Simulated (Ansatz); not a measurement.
**Question.** Each is relaxed and computed with r²SCAN (plane waves, PAW; program Ansatz). Which is the only one with a gap?
A) TiC, rock salt
B) TiB2, MoSi2 or CaC2 type
C) TiC2, P-3m1 (Ti on 1a, C on 2d)
D) Ba2Ti2N3F3, P-4m2 (Pearson symbol tP10)

**Answer.** D, Ba2Ti2N3F3, P-4m2 (Pearson symbol tP10). Ba2Ti2N3F3: gap 1.60 eV (indirect); TiC: metal; TiC2: metal; TiB2: metal. Constructed cells (a structure type filled with these elements, in neither database checked): TiB2, MoSi2 or CaC2 type. Typed or built starts, not in the databases checked: Ba2Ti2N3F3, P-4m2 (Pearson symbol tP10); TiC2, P-3m1 (Ti on 1a, C on 2d). Not the usual ambient phase: TiB2, MoSi2 or CaC2 type. Began spin-polarised and lost the moments: Ba2Ti2N3F3, P-4m2 (Pearson symbol tP10). All cells were relaxed under the symmetry of their starts (and spin orders); stability against distortions was not tested throughout. Named crystals with no word on spin ran without spin polarisation. Spin–orbit coupling is left out wherever it is not named.

Potentials: the earlier of the program's two PAW sets. The files were generated under PBE; for other functionals the program regenerates the frozen cores, and for LDA and PBEsol the local potential too.
